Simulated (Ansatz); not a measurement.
Consider the following.

RuW (L1₀ or tetragonal B2, space group No. 123), a = b = 2.771 Å, c = 3.790 Å, α = β = γ = 90.00°.

This is the PBEsol-relaxed structure.

Q: All from the program Ansatz at the PBEsol level (PAW), unless another level is named. Estimate the formation energy from the elements (no fitted shifts).

A: 0.056 eV/atom.

Q: Predict the density of states at the Fermi level.

A: 0.98 states/eV per atom (mean over ±0.08 eV).

Space group P4/mmm (L1₀ or tetragonal B2). A made-up cell: these elements were put on the sites of a structure type; neither database checked (COD, Materials Project) lists it. Its standing as an ambient phase is unchecked. The PBEsol relaxation kept the symmetry of its start; whether a distortion lowers the energy is not shown. The run is not spin-polarised. Axis ratios of metals converge slowly with the k-mesh, so a and c are less sure than the volume. The references are the lowest solids computed at this level, not always the standard phases. Spin–orbit coupling is left out wherever it is not named.

Potentials: the earlier of the program's two PAW sets. The files were generated under PBE; for other functionals the program regenerates the frozen cores, and for LDA and PBEsol the local potential too.
